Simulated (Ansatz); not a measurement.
Input, command and steps of an Ansatz relaxation.

```yaml
crystal:
  lattice:
    - [3.5662457342, -2.1986189082, 0.0]
    - [3.5662457342, 2.1986189082, 0.0]
    - [0.0, 0.0, 9.519937408]
  atoms:
    - { symbol: I, position: [0.8264544184, 0.1735455816, 0.8774287832] }
    - { symbol: I, position: [0.3264544184, 0.6735455816, 0.6225712168] }
    - { symbol: I, position: [0.1735455816, 0.8264544184, 0.1225712168] }
    - { symbol: I, position: [0.6735455816, 0.3264544184, 0.3774287832] }
basis:
  ecutwfc: 420
kpoints:
  mp_grid: { grid: [8, 8, 4] }
hamiltonian:
  xc: pbe
  dispersion: d3bj
scf:
  occupations: { method: gaussian, width: 0.02 }
output:
  forces: true
  stress: true
  eigenvalues: true
relax:
  adjacent_minimum: "off"
  f_tol: 0.01
  max_steps: 30
  cell: { stress_tol: 0.1, fix: [volume] }
```

```bash
ansatz run input.yaml --threads 1 --pin off --max-ram 2560MiB --backend cpu --events-out ev --progress --plain --runs-dir out
```

Theory: Ansatz 0.2.0, DFT PBE+D3(BJ), scalar-relativistic, plane waves, PAW.

The volume is held at 0.94 times that of the relaxed cell.

Of 5 frames 4 are shown, positions in Å and forces in eV/Å; the SCF threshold varies from step to step. Steps run on the plane waves of an earlier cell, with a Pulay correction in the pressure. The basis is chosen afresh for the last frame, the zero of the energies, and at times for earlier ones too; energy and pressure step there, also at an unchanged geometry.

```xyz
4
Lattice="3.5662 -2.1986 0.0000 3.5662 2.1986 0.0000 0.0000 0.0000 9.5199" Properties=species:S:1:pos:R:3:forces:R:3 pbc="T T T" step=1 free_energy_over_end_meV_per_atom=1.98 pressure_GPa=1.47
I     3.5662   -1.4355    8.3531    0.0000    0.1063   -0.0862
I     3.5662    0.7631    5.9268    0.0000    0.1063    0.0862
I     3.5662    1.4355    1.1669    0.0000   -0.1063    0.0862
I     3.5662   -0.7631    3.5931    0.0000   -0.1063   -0.0862
4
Lattice="3.5304 -2.2010 0.0000 3.5304 2.2010 0.0000 0.0000 0.0000 9.6062" Properties=species:S:1:pos:R:3:forces:R:3 pbc="T T T" step=2 free_energy_over_end_meV_per_atom=0.45 pressure_GPa=0.72
I     3.5304   -1.4142    8.4316    0.0000   -0.0500   -0.0146
I     3.5304    0.7868    5.9777    0.0000   -0.0500    0.0146
I     3.5304    1.4142    1.1746    0.0000    0.0500    0.0146
I     3.5304   -0.7868    3.6285    0.0000    0.0500   -0.0146
4
Lattice="3.5327 -2.2037 0.0000 3.5327 2.2037 0.0000 0.0000 0.0000 9.5880" Properties=species:S:1:pos:R:3:forces:R:3 pbc="T T T" step=3 free_energy_over_end_meV_per_atom=0.03 pressure_GPa=0.90
I     3.5327   -1.4300    8.4098    0.0000    0.0020    0.0156
I     3.5327    0.7737    5.9721    0.0000    0.0020   -0.0156
I     3.5327    1.4300    1.1781    0.0000   -0.0020   -0.0156
I     3.5327   -0.7737    3.6159    0.0000   -0.0020    0.0156
4
Lattice="3.5368 -2.2021 0.0000 3.5368 2.2021 0.0000 0.0000 0.0000 9.5841" Properties=species:S:1:pos:R:3:forces:R:3 pbc="T T T" step=5 free_energy_over_end_meV_per_atom=0.00 pressure_GPa=0.92
I     3.5368   -1.4264    8.4081    0.0000    0.0009   -0.0017
I     3.5368    0.7757    5.9680    0.0000    0.0009    0.0017
I     3.5368    1.4264    1.1760    0.0000   -0.0009    0.0017
I     3.5368   -0.7757    3.6160    0.0000   -0.0009   -0.0017
```

Time: 53 s on 1 thread of AMD EPYC 9R14 (Zen 4), with other jobs on the host, peak memory 0.6 GiB.